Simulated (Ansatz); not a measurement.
Computed with Ansatz, DFT PBE, scalar-relativistic, plane waves, PAW. Settings: cutoff 420 eV, Γ-centred meshes spaced at most about 0.3 Å⁻¹, and about 0.25 Å⁻¹ or finer for metals (2π included), Gaussian smearing. Collinear spin in cells that started with moments and kept them past the coarse steps, no spin elsewhere.

All energies are static (0 K, no zero-point motion). All come from trial cells, and lower structures may exist.

Task: These unrelaxed guesses for GeIrRu₃ are each relaxed within their symmetry. Order them by the energy at which they end, lowest first.
A.

```
Ge Ru Ir
1.0
     3.97662    0.00000    0.00000
     0.00000    3.97662    0.00000
     0.00000    0.00000    3.97662
Ge Ru Ir
1 3 1
Direct
  0.50000 0.50000 0.50000
  0.00000 0.50000 0.50000
  0.50000 0.00000 0.50000
  0.50000 0.50000 0.00000
  0.00000 0.00000 0.00000
```

B.

```
Ge Ru Ir
1.0
     3.90928    0.00000    0.00000
    -1.95464    3.38554    0.00000
     0.00000    0.00000    6.00409
Ge Ru Ir
1 3 1
Direct
  0.00000 0.00000 0.00000
  0.50000 0.00000 0.00000
  0.00000 0.50000 0.00000
  0.50000 0.50000 0.00000
  0.00000 0.00000 0.50000
```

C.

```
Ge Ru Ir
1.0
     4.50846    0.00000    0.00000
    -2.25423    3.90444    0.00000
     0.00000    0.00000    4.31306
Ge Ru Ir
1 3 1
Direct
  0.00000 0.00000 0.50000
  0.50000 0.00000 0.00000
  0.00000 0.50000 0.00000
  0.50000 0.50000 0.00000
  0.00000 0.00000 0.00000
```

Result: C (ends in P6/mmm, 0 meV/atom), B (ends in P6/mmm, 178 meV/atom), A (ends in Pm-3m, antiperovskite type, 231 meV/atom). Even the lowest end lies +1.24 eV/atom against the elements.

These runs have no spin–orbit coupling, which can matter for Ir. A magnetic state wasn't ruled out in cells without spin, among them Pm-3m. The magnetic state reached may not be the lowest. Cells relaxed within their symmetry can be saddle points. Some candidate types were left out of the draw beforehand, so a known form may be missing.
